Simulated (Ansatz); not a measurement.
**BN: field gradients at two levels of theory**

Cell: a computed structure from the Materials Project (it need not be an observed phase), whose atoms a relaxation with PBE at fixed cell left in place.

```cif
data_structure
_symmetry_space_group_name_H-M 'P 1'
_symmetry_Int_Tables_number 1
_cell_length_a 2.5016
_cell_length_b 2.5016
_cell_length_c 7.3693
_cell_angle_alpha 90.000
_cell_angle_beta 90.000
_cell_angle_gamma 120.000
_cell_volume 39.94
loop_
_atom_site_label
_atom_site_type_symbol
_atom_site_fract_x
_atom_site_fract_y
_atom_site_fract_z
_atom_site_occupancy
B1 B 0.66667 0.33333 0.75000 1
B2 B 0.33333 0.66667 0.25000 1
N3 N 0.00000 0.00000 0.75000 1
N4 N 0.00000 0.00000 0.25000 1
```

Atoms are numbered from 1 in the order listed; like atoms form one site, named after its first atom.

First run. The numbers come from a DFT calculation in Ansatz (PBE, plane waves and PAW, scalar-relativistic, 420 eV cutoff, Γ-centred 14×14×4 k-points, Fermi–Dirac smearing 0.02 eV).

```
site  atom  V_zz (10²¹ V/m²)     η
   B     1              2.79  0.00
   N     3             -0.23  0.00
```

Second run. The same atoms and settings, except that the functional is r2SCAN and the cutoff is 500 eV.

(1) What does the second run give?

Results:

(1) 

| site | atom | V_zz | η | change of V_zz |
| --- | --- | --- | --- | --- |
| B | 1 | 2.92 | 0.00 | +0.13 |
| N | 3 | -0.26 | 0.00 | -0.03 |

The largest change of V_zz is on B, from 2.79 to 2.92. In per cent, |V_zz| changes by +5 on B (all sites that start above 0.5).
